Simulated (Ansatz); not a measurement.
Tl:
```cif
data_Tl2
_chemical_formula_sum 'Tl2'
_space_group_name_H-M_alt 'P63/mmc'
_space_group_IT_number 194
_space_group_name_Hall '-P 6c 2c'
_cell_length_a 3.49345
_cell_length_b 3.49345
_cell_length_c 5.58922
_cell_angle_alpha 90.000
_cell_angle_beta 90.000
_cell_angle_gamma 120.000
loop_
_atom_site_label
_atom_site_type_symbol
_atom_site_symmetry_multiplicity
_atom_site_Wyckoff_symbol
_atom_site_fract_x
_atom_site_fract_y
_atom_site_fract_z
_atom_site_occupancy
Tl1 Tl 2 d 0.66667 0.33333 0.25000 1
```

Relaxed with PBE+D3(BJ).

Problem. Which orbitals make up the states near the Fermi level in PBE+D3(BJ) in the plane-wave PAW code Ansatz?

Solution. Within 0.5 eV of the Fermi level: Tl 6p 77 %, Tl 6s 21 %. Projections are on Löwdin-orthogonalised atomic valence shells; empty p or d shells of many metals are not among them.

Problem. Tabulate the density of states.

Solution. States/eV per cell of 2 atoms, in 0.25 eV bins, energy from the Fermi level.

| E (eV) | total | Tl 6p | Tl 6s | Tl 5d |
|---|---|---|---|---|
| -7.85 | 0.46 | 0.21 | 0.25 | 0.01 |
| -7.60 | 0.50 | 0.22 | 0.26 | 0.01 |
| -7.35 | 0.53 | 0.23 | 0.28 | 0.01 |
| -7.10 | 0.57 | 0.24 | 0.31 | 0.02 |
| -6.85 | 0.60 | 0.25 | 0.33 | 0.02 |
| -6.60 | 0.64 | 0.26 | 0.37 | 0.02 |
| -6.35 | 0.69 | 0.26 | 0.41 | 0.02 |
| -6.10 | 0.75 | 0.27 | 0.46 | 0.02 |
| -5.85 | 0.87 | 0.28 | 0.57 | 0.03 |
| -5.60 | 0.93 | 0.27 | 0.63 | 0.03 |
| -5.35 | 0.91 | 0.24 | 0.65 | 0.03 |
| -5.10 | 0.93 | 0.21 | 0.70 | 0.03 |
| -4.85 | 0.88 | 0.17 | 0.69 | 0.02 |
| -4.60 | 0.95 | 0.16 | 0.77 | 0.02 |
| -4.35 | 1.57 | 0.25 | 1.28 | 0.03 |
| -4.10 | 1.40 | 0.15 | 1.22 | 0.02 |
| -3.85 | 0.60 | 0.04 | 0.55 | 0.01 |
| -3.60 | 0.01 | 0.00 | 0.01 | 0.00 |
| -3.35 | 0.00 | 0.00 | 0.00 | 0.00 |
| -3.10 | 0.00 | 0.00 | 0.00 | 0.00 |
| -2.85 | 0.00 | 0.00 | 0.00 | 0.00 |
| -2.60 | 0.01 | 0.01 | 0.00 | 0.00 |
| -2.35 | 0.10 | 0.10 | 0.00 | 0.00 |
| -2.10 | 0.31 | 0.29 | 0.02 | 0.00 |
| -1.85 | 0.46 | 0.42 | 0.04 | 0.00 |
| -1.60 | 0.63 | 0.55 | 0.06 | 0.01 |
| -1.35 | 0.80 | 0.69 | 0.09 | 0.01 |
| -1.10 | 1.20 | 1.02 | 0.15 | 0.02 |
| -0.85 | 1.48 | 1.23 | 0.22 | 0.02 |
| -0.60 | 1.13 | 0.93 | 0.17 | 0.02 |
| -0.35 | 1.01 | 0.79 | 0.18 | 0.01 |
| -0.10 | 0.86 | 0.65 | 0.19 | 0.01 |
| 0.15 | 0.83 | 0.62 | 0.19 | 0.01 |
| 0.40 | 0.94 | 0.72 | 0.20 | 0.01 |
| 0.65 | 1.10 | 0.85 | 0.22 | 0.01 |
| 0.90 | 1.08 | 0.84 | 0.21 | 0.01 |
| 1.15 | 0.87 | 0.68 | 0.16 | 0.01 |
| 1.40 | 1.10 | 0.88 | 0.18 | 0.01 |
| 1.65 | 1.19 | 0.97 | 0.17 | 0.01 |
| 1.90 | 1.05 | 0.84 | 0.16 | 0.01 |
| 2.15 | 0.94 | 0.75 | 0.15 | 0.01 |
| 2.40 | 1.03 | 0.84 | 0.15 | 0.01 |
| 2.65 | 1.20 | 0.97 | 0.17 | 0.01 |
| 2.90 | 0.99 | 0.83 | 0.11 | 0.01 |
| 3.15 | 1.04 | 0.87 | 0.11 | 0.01 |
| 3.40 | 1.05 | 0.89 | 0.10 | 0.01 |
| 3.65 | 1.14 | 0.97 | 0.10 | 0.01 |
| 3.90 | 1.36 | 1.15 | 0.11 | 0.01 |
| 4.15 | 1.42 | 1.21 | 0.11 | 0.01 |
| 4.40 | 1.33 | 1.13 | 0.09 | 0.01 |
| 4.65 | 1.30 | 1.10 | 0.08 | 0.01 |

Space group P6_3/mmc (hcp (Mg type)). The PBE+D3(BJ) relaxation kept the symmetry of its start. The pairwise dispersion correction was not fitted to metals. Scalar-relativistic: spin–orbit coupling is off unless named, which matters more the heavier the elements.

Potentials: the later of the program's two PAW sets.
